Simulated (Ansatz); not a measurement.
Input and steps of a relaxation of cell and atoms on YAl2N3 as one 6-atom ordering (I4/mmm) on the rocksalt lattice (the PAW code Ansatz, r2SCAN). It starts from the PBE relaxation's end cell.

```yaml
crystal:
  lattice:
    - [-1.6134093357, 1.6134093357, 6.3858029939]
    - [1.6134093357, -1.6134093357, 6.3858029939]
    - [1.6134093357, 1.6134093357, -6.3858029939]
  atoms:
    - { symbol: "Y", position: [0.0, 0.0, 0.0] }
    - { symbol: "N", position: [0.8213611157, 0.8213611157, 0.0] }
    - { symbol: Al, position: [0.327668957, 0.327668957, 0.0] }
    - { symbol: "N", position: [0.1786388843, 0.1786388843, 0.0] }
    - { symbol: Al, position: [0.672331043, 0.672331043, 0.0] }
    - { symbol: "N", position: [0.5, 0.5, 0.0] }
kpoints:
  mp_grid: { grid: [10, 10, 10] }
hamiltonian:
  xc: r2scan
scf:
  occupations: { method: fermi_dirac, width: 0.02 }
relax:
  f_tol: 0.005
  cell: {}
output:
  write_density: true
  write_potential: true
  elf: true
  volumetric_format: npy
```

The trajectory has 6 recorded frames, each with positions in Å and forces in eV/Å. Some frames, the last among them, repeat a geometry solved again on a basis re-selected at its cell; pressure is positive in compression.

Step 1: energy 0.0 meV/atom from step 1, largest force component 0.154 eV/Å, pressure -3.50 GPa
```xyz
6
Lattice="-1.6134 1.6134 6.3858 1.6134 -1.6134 6.3858 1.6134 1.6134 -6.3858" Properties=species:S:1:pos:R:3:forces:R:3 pbc="T T T"
Y     0.0000    0.0000    0.0000    0.0000    0.0000    0.0000
N     0.0000    0.0000   10.4901    0.0000    0.0000   -0.0980
Al    0.0000    0.0000    4.1849    0.0000    0.0000   -0.1544
N     0.0000    0.0000    2.2815    0.0000    0.0000    0.0980
Al    0.0000    0.0000    8.5867    0.0000    0.0000    0.1544
N     0.0000    0.0000    6.3858    0.0000    0.0000    0.0000
```

Step 2: energy -2.1 meV/atom from step 1, largest force component 0.161 eV/Å, pressure -0.07 GPa
```xyz
6
Lattice="-1.6033 1.6033 6.3558 1.6033 -1.6033 6.3558 1.6033 1.6033 -6.3558" Properties=species:S:1:pos:R:3:forces:R:3 pbc="T T T"
Y     0.0000    0.0000    0.0000    0.0000    0.0000    0.0000
N     0.0000    0.0000   10.4438    0.0000    0.0000   -0.1607
Al    0.0000    0.0000    4.1643    0.0000    0.0000   -0.0625
N     0.0000    0.0000    2.2678    0.0000    0.0000    0.1607
Al    0.0000    0.0000    8.5473    0.0000    0.0000    0.0625
N     0.0000    0.0000    6.3558    0.0000    0.0000    0.0000
```

Task: Estimate where the relaxation ends.

Result:
Step 3: energy -2.2 meV/atom from step 1, largest force component 0.071 eV/Å, pressure +0.01 GPa
```xyz
6
Lattice="-1.6028 1.6028 6.3575 1.6028 -1.6028 6.3575 1.6028 1.6028 -6.3575" Properties=species:S:1:pos:R:3:forces:R:3 pbc="T T T"
Y     0.0000    0.0000    0.0000    0.0000    0.0000    0.0000
N     0.0000    0.0000   10.4416    0.0000    0.0000    0.0052
Al    0.0000    0.0000    4.1660    0.0000    0.0000   -0.0708
N     0.0000    0.0000    2.2735    0.0000    0.0000   -0.0052
Al    0.0000    0.0000    8.5490    0.0000    0.0000    0.0708
N     0.0000    0.0000    6.3575    0.0000    0.0000    0.0000
```

Step 4: energy -2.2 meV/atom from step 1, largest force component 0.016 eV/Å, pressure -0.01 GPa
```xyz
6
Lattice="-1.6031 1.6031 6.3582 1.6031 -1.6031 6.3582 1.6031 1.6031 -6.3582" Properties=species:S:1:pos:R:3:forces:R:3 pbc="T T T"
Y     0.0000    0.0000    0.0000    0.0000    0.0000    0.0000
N     0.0000    0.0000   10.4430    0.0000    0.0000   -0.0020
Al    0.0000    0.0000    4.1638    0.0000    0.0000   -0.0161
N     0.0000    0.0000    2.2733    0.0000    0.0000    0.0020
Al    0.0000    0.0000    8.5525    0.0000    0.0000    0.0161
N     0.0000    0.0000    6.3582    0.0000    0.0000    0.0000
```

Step 5: energy -2.2 meV/atom from step 1, largest force component 0.000 eV/Å, pressure 0.00 GPa
```xyz
6
Lattice="-1.6031 1.6031 6.3586 1.6031 -1.6031 6.3586 1.6031 1.6031 -6.3586" Properties=species:S:1:pos:R:3:forces:R:3 pbc="T T T"
Y     0.0000    0.0000    0.0000    0.0000    0.0000    0.0000
N     0.0000    0.0000   10.4437    0.0000    0.0000    0.0002
Al    0.0000    0.0000    4.1633    0.0000    0.0000    0.0002
N     0.0000    0.0000    2.2735    0.0000    0.0000   -0.0002
Al    0.0000    0.0000    8.5539    0.0000    0.0000   -0.0002
N     0.0000    0.0000    6.3586    0.0000    0.0000    0.0000
```

Step 6: energy -2.2 meV/atom from step 1, largest force component 0.000 eV/Å, pressure +0.01 GPa
```xyz
6
Lattice="-1.6031 1.6031 6.3586 1.6031 -1.6031 6.3586 1.6031 1.6031 -6.3586" Properties=species:S:1:pos:R:3:forces:R:3 pbc="T T T"
Y     0.0000    0.0000    0.0000    0.0000    0.0000    0.0000
N     0.0000    0.0000   10.4437    0.0000    0.0000    0.0002
Al    0.0000    0.0000    4.1633    0.0000    0.0000    0.0002
N     0.0000    0.0000    2.2735    0.0000    0.0000   -0.0002
Al    0.0000    0.0000    8.5539    0.0000    0.0000   -0.0002
N     0.0000    0.0000    6.3586    0.0000    0.0000    0.0000
```

The walk took 5 steps, besides SCFs solved again on a fresh basis, and changed the volume by -1.7 %. The last SCF, on a fresh basis, lies 2.2 meV an atom below the first. At the end: the symmetry is I4/mmm (No. 139, tetragonal); conventional cell a = 3.206 Å, c = 12.717 Å, 10.89 Å³ an atom. Around Y lie 6 N at 2.27 Å; around N lie 5 Al at 1.89–2.27 Å and 1 Y at 2.27 Å; around Al lie 6 N at 1.89–2.27 Å; around N lie 2 Al at 2.20 Å and 4 Y at 2.27 Å.

Command: `ansatz run input.yaml --threads 2 --pin off --max-ram 20275MiB --backend cpu --events-out ev --progress --plain --runs-dir out`.

Task: It ran on 2 threads of AMD EPYC 7R13 Processor (Zen 3), with other jobs on the host, load about 1.0 per core. About how long did it take, and what peak of host memory did it reach?

Result: About 38 s, with a peak of 0.9 GiB.

The calculation is spin-unpolarised, and the structure need not be a phase that has been made.
